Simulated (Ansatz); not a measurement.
MgCdS₂:
```cif
data_CdMgS2
_chemical_formula_sum 'Mg1 Cd1 S2'
_space_group_name_H-M_alt 'P 1'
_space_group_IT_number 1
_cell_length_a 3.78191
_cell_length_b 3.78191
_cell_length_c 5.35369
_cell_angle_alpha 90.000
_cell_angle_beta 90.000
_cell_angle_gamma 90.000
loop_
_space_group_symop_operation_xyz
  'x, y, z'
loop_
_atom_site_label
_atom_site_type_symbol
_atom_site_fract_x
_atom_site_fract_y
_atom_site_fract_z
_atom_site_occupancy
Mg1 Mg 0.50000 0.50000 0.50000 1
Cd1 Cd 0.00000 0.00000 0.00000 1
S1 S 0.00000 0.00000 0.50000 1
S2 S 0.50000 0.50000 0.00000 1
```

Relaxed with r²SCAN. DFT-r²SCAN in the program Ansatz with PAW potentials gives a gap of 0.73 eV.

Task: What gap does HSE06 give on the same cell (Ansatz, PAW)?

Result: 1.23 eV, 0.50 eV more. The hybrid was solved on a coarser mesh and at special points; its gap is the smallest among all of these.

```csv
k,v1 r²SCAN,c1 r²SCAN,v1 HSE06,c1 HSE06
Γ,-0.81,1.23,(withheld),(withheld)
Z,-1.44,3.82,(withheld),(withheld)
M,-2.29,0.73,-2.41,1.23
A,-2.85,4.10,-3.03,4.75
R,0.00,4.13,(withheld),(withheld)
X,-0.12,5.23,(withheld),(withheld)
```

Task: Top valence (v1) and lowest conduction level (c1) in eV from each method's valence maximum (which need not be a listed point): supply the withheld HSE06 values.

Result: 
- X, v1 HSE06: -0.13
- X, c1 HSE06: 5.68
- R, v1 HSE06: 0.00
- R, c1 HSE06: 4.49
- Γ, v1 HSE06: -0.81
- Γ, c1 HSE06: 1.68
- Z, v1 HSE06: -1.51
- Z, c1 HSE06: 4.40

Cost on shared cores: the r²SCAN run (SCF on a 7×7×5 mesh, then bands and DOS) roughly 40 core-seconds, the HSE06 run (SCF on 6×6×4, then a few points) about 2.9 core-minutes (a rough figure); the tasks are unlike.

Space group P4/mmm. The workflow started from a Materials Project entry (that database holds measured and hypothetical structures alike); the Crystallography Open Database copy checked does not list it. With Mg and Cd taken as one species the cell has the higher symmetry Fm-3m, so it may be an ordered model of a mixed-site phase. Its standing as an ambient phase is unchecked. Symmetry was held in the r²SCAN relaxation; of distortions, only those at the zone centre were tested. Scalar-relativistic: spin–orbit coupling is off unless named, which matters more the heavier the elements.

Potentials: the later of the program's two PAW sets.
